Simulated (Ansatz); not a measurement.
ZnS, first-principles data

ZnS:
```yaml
crystal:
  lattice:
    - [3.74345, 0.00000, 0.00000]
    - [-1.87172, 3.24192, 0.00000]
    - [0.00000, 0.00000, 24.49096]
  atoms:
    - { symbol: Zn, position: [0.00000, 0.00000, 0.00006] }
    - { symbol: Zn, position: [0.00000, 0.00000, 0.50006] }
    - { symbol: Zn, position: [0.33333, 0.66667, 0.12496] }
    - { symbol: Zn, position: [0.66667, 0.33333, 0.62496] }
    - { symbol: Zn, position: [0.33333, 0.66667, 0.37520] }
    - { symbol: Zn, position: [0.66667, 0.33333, 0.87520] }
    - { symbol: Zn, position: [0.33333, 0.66667, 0.75003] }
    - { symbol: Zn, position: [0.66667, 0.33333, 0.25003] }
    - { symbol: S, position: [0.00000, 0.00000, 0.09370] }
    - { symbol: S, position: [0.00000, 0.00000, 0.59370] }
    - { symbol: S, position: [0.33333, 0.66667, 0.21858] }
    - { symbol: S, position: [0.66667, 0.33333, 0.71858] }
    - { symbol: S, position: [0.33333, 0.66667, 0.46880] }
    - { symbol: S, position: [0.66667, 0.33333, 0.96880] }
    - { symbol: S, position: [0.33333, 0.66667, 0.84387] }
    - { symbol: S, position: [0.66667, 0.33333, 0.34387] }
```

Space group P6_3mc (No. 186); conventional cell a = b = 3.7434 Å, c = 24.4910 Å, α = β = 90.00°, γ = 120.00°.

Method: LDA in the plane-wave PAW code Ansatz. Structure relaxed to zero pressure with the same functional. Other levels are named where they apply.

**Cell and energy**

| Property | Result |
|---|---|
| Volume per atom | 18.58 Å³ |
| Density | 4.36 g/cm³ |
| Formation energy from the elements (no fitted shifts) | -0.84 eV/atom |

**Electronic structure**

| Item | Result |
|---|---|
| Band gap | 2.14 eV (direct) |
| Valence-band maximum | at Γ |
| Conduction-band minimum | at Γ |
| Electron effective mass | 0.17 mₑ (isotropic) |
| Hole effective mass, band 1 of 2 at the edge | 1.5 along x, 1.4 along z (mₑ) |
| Hole effective mass, band 2 of 2 at the edge | 0.16 along x, 1.4 along z (mₑ) |

**Mechanics**

| Quantity | Value |
|---|---|
| Bulk modulus (Birch–Murnaghan fit) | 86.3 GPa |
| Pressure derivative B′ | 4.4 |
| Elastic constants (relaxed ions, GPa) | C11 = 140, C12 = 67.0, C13 = 51.6, C33 = 158, C44 = 31.9 |
| Mechanical stability | stable (all eigenvalues of C positive) |
| Hill bulk and shear moduli | 86.4 and 37.2 GPa |
| Young's modulus | 97.6 GPa |
| Poisson's ratio | 0.31 |
| Debye temperature from the elastic constants | 368 K |
| Piezoelectric stress constants (proper, relaxed ions, C/m²) | e15 = e24 = -0.09, e31 = e32 = -0.11, e33 = 0.18 |

**Phonons**

| Property | Result |
|---|---|
| Highest zone-centre frequency (without LO–TO term) | 348 cm⁻¹ |
| Zone-centre stability | no imaginary mode at Γ |
| Dynamical stability on the path | stable (no imaginary branch) |
| Zero-point energy | 41.2 meV/atom |
| Vibrational entropy at 300 K | 28.8 J/(K·mol of atoms) |

The workflow started from an entry of the Crystallography Open Database (COD). Its sites differ from those of the usual phase in this space group: another stacking or structure type. The cell was relaxed with LDA under the symmetry of its start. Signs of piezoelectric constants follow the polarity of the cell as given. The references are the lowest solids computed at this level, not always the standard phases.

Potentials: the later of the program's two PAW sets.
